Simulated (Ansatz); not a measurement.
Here is an unrelaxed guess for Ge₃N.

```
Ge N
1.0
     0.00000    3.41436    3.41436
     3.41436    0.00000    3.41436
     3.41436    3.41436    0.00000
Ge N
3 1
Direct
  0.00000 0.00000 0.00000
  0.25000 0.25000 0.25000
  0.75000 0.75000 0.75000
  0.50000 0.50000 0.50000
```

These are results of DFT PBE, scalar-relativistic, plane waves, PAW in Ansatz, not measurements. Settings: cutoff 420 eV, Γ-centred mesh 4×4×4 on the computed 4-atom cell, Gaussian smearing of 0.10 eV; no spin polarisation.

The zero of energy is the elements' standard structures at the same level (N₂ as a molecule); no fitted shifts are applied.

Question: What does a single point on this coarse mesh give?

Answer: The pressure is -12.8 GPa (it wants to contract), the largest force is 0.00 eV/Å (symmetry fixes the atoms), and the energy is +1.34 eV/atom against the elements. The shortest distance is 2.96 Å.

Question: How much does it gain on relaxing, and where does it end?

Answer: Relaxing gains about 0.21 eV/atom (the start's value is from the coarse mesh, so the gain is rough) in 13 ionic steps and ends at +1.13 eV/atom on the finer mesh. The symmetry stays Fm-3m (No. 225). The end has the BiF3 (D0_3) type. The volume per atom shrinks by 22.0 %, from 19.9 to 15.5 Å³. The shortest distance goes from 2.96 Å (Ge–N and Ge–Ge) to 2.72 Å (Ge–N and Ge–Ge). Conventional cell: a = 6.287 Å. Ge on a site of symmetry m-3m has 8 Ge at 2.72 Å and 6 N at 3.14 Å; Ge on a site of symmetry -43m has 4 Ge at 2.72 Å, 4 N at 2.72 Å and 6 Ge at 3.14 Å; around N lie 8 Ge at 2.72 Å and 6 Ge at 3.14 Å (long against covalent radii, as for large ions).

The last run used a 12×12×12 mesh for its 4-atom cell and Gaussian smearing of 0.10 eV. An odd number of electrons in the primitive cell allows no gap without spin; a larger cell or a magnetic state could open one. The cell is a metal run without spin; a magnetic state may lie lower. The relaxation can't lower the symmetry of the start. Symmetry constrained the relaxation, so the result can be a saddle point. Another cell of Ge3N relaxed alike, in P-4m2, lies 0.73 eV/atom lower, so this cell isn't the stable form at this level.
